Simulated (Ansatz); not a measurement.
**Al2Pt: all-electron results**

```xyz
3
Lattice="0.0000 2.9550 2.9550 2.9550 0.0000 2.9550 2.9550 2.9550 0.0000" Properties=species:S:1:pos:R:3 pbc="T T T"
Al    1.4775    1.4775    1.4775
Al    4.4325    4.4325    4.4325
Pt    0.0000    0.0000    0.0000
```

Atom numbers follow the list: Al1, Al2, Pt3.

The cell is COD entry 9009032, as deposited and not checked against the literature; nothing was relaxed.

No spin–orbit coupling, which matters for the heavy atoms here.

Methods: DFT, PBE, all-electron LAPW, scalar-relativistic (Ansatz 0.2.0); DFT, PBE, PAW with Ansatz's default frozen-core files, scalar-relativistic (Ansatz 0.2.0).

For LAPW: a Γ-centred 10×10×10 k mesh, Fermi–Dirac smearing of 0.05 eV, basis error target 1 meV/atom, no spin polarisation. PAW takes a cutoff of 420 eV at this cell. The Ansatz runs share mesh, smearing and spin set-up. Values come from LAPW unless marked.

```json
{
  "Pressure at this cell": "2.47 GPa",
  "Band gap": "none: bands cross the Fermi level, a metal",
  "Density of states at the Fermi level (0.2 eV bin)": "1.24 states/eV per cell",
  "Löwdin charges (with 0.16 e of the cell spilling out of the atomic basis, so their sizes and signs hang on that basis)": "Al1 -0.04, Pt3 0.24 e",
  "Bader charges (from the PAW run)": "Al1 +1.86, Pt3 -3.73 e",
  "Volume per atom": "17.20 Å³"
}
```
